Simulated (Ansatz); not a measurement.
Here is the system:

LaC:
```yaml
crystal:
  lattice:
    - [0.00000, 2.67475, 2.67475]
    - [2.67475, 0.00000, 2.67475]
    - [2.67475, 2.67475, 0.00000]
  atoms:
    - { symbol: La, position: [0.00000, 0.00000, 0.00000] }
    - { symbol: C, position: [0.50000, 0.50000, 0.50000] }
```

This is the PBEsol-relaxed structure.

Problem. All from PBEsol in the plane-wave PAW code Ansatz, unless another level is named. Give the electronic character.

Solution. metallic (no gap).

Problem. And the formation energy from the elements (no fitted shifts)?

Solution. 0.40 eV/atom.

Problem. What about the density of states at the Fermi level?

Solution. 1.8 states/eV per atom (mean over ±0.08 eV).

Problem. Next, the gap with spin–orbit coupling?

Solution. none (metallic).

Space group Fm-3m (rock salt). The start of the workflow was typed in or built on a structure type; neither database checked (COD, Materials Project) lists it. Whether it is the stable phase at ambient conditions was not checked. The cell was relaxed with PBEsol under the symmetry of its start. At this level the phase is dynamically unstable (imaginary phonons). Its formation energy is positive at this level, so the cell may be metastable or incomplete. The references are the lowest solids computed at this level, not always the standard phases. Spin–orbit coupling is left out wherever it is not named.

Potentials: the later of the program's two PAW sets.
